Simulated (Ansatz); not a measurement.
KZnF$_{3}$:
```cif
data_F3KZn
_chemical_formula_sum 'K1 Zn1 F3'
_space_group_name_H-M_alt 'P 1'
_space_group_IT_number 1
_cell_length_a 4.05217
_cell_length_b 4.05217
_cell_length_c 4.05217
_cell_angle_alpha 90.000
_cell_angle_beta 90.000
_cell_angle_gamma 90.000
loop_
_space_group_symop_operation_xyz
  'x, y, z'
loop_
_atom_site_label
_atom_site_type_symbol
_atom_site_fract_x
_atom_site_fract_y
_atom_site_fract_z
_atom_site_occupancy
K1 K 0.00000 0.00000 0.00000 1
Zn1 Zn 0.50000 0.50000 0.50000 1
F1 F 0.50000 0.50000 0.00000 1
F2 F 0.00000 0.50000 0.50000 1
F3 F 0.50000 0.00000 0.50000 1
```

Relaxed with PBEsol.

Problem. Give the optical modes at the zone centre with their infrared activity from DFPT, DFT-PBEsol in the program Ansatz with PAW potentials.

Solution. Transverse frequencies, without the LO–TO term; a row sums one degenerate level.

| ω (cm⁻¹) | degeneracy | IR ((D/Å)²/amu) | activity | symmetry |
|---|---|---|---|---|
| 118 | 3 | 4.39 | IR | T1u |
| 145 | 3 | 0.00 | IR-inactive | T2u |
| 178 | 3 | 10.54 | IR | T1u |
| 412 | 3 | 10.07 | IR | T1u |

Problem. How high does the top mode go among those that the LO–TO term moves?

Solution. 485 cm⁻¹ for q along x.

Space group Pm-3m (cubic perovskite). The cell was relaxed with PBEsol under the symmetry of its start; of distortions, only those at the zone centre were tested.

Potentials: the later of the program's two PAW sets.
